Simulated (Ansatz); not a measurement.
Al2O3 (corundum, space group No. 167), plane-wave PAW PBE (Ansatz code), all energies at zero smearing, with the estimated change up to a 700 eV cutoff added, with one set of potentials and settings (totals compare only within such a set). Cell of 10 atoms (4 Al, 6 O): -5569.678 eV.

```csv
element,reference phase,E (eV/atom)
Al,"Fm-3m, 1 atoms in the cell",-537.5055
O,"C2/m, 4 atoms in the cell, spin-polarised",-565.0042
```

Formation energy per atom, worked out: (-5569.678 − 4×(-537.5055) − 6×(-565.0042))/10 = -2.963 eV/atom (-286 kJ per mol of atoms), at 0 K, without zero-point energy or fitted corrections.

Space group R-3c (corundum). Symmetry was held in the PBE relaxation. The references are the lowest solids computed at this level, not always the standard phases (solids in place of the gases).

Potentials: the earlier of the program's two PAW sets.
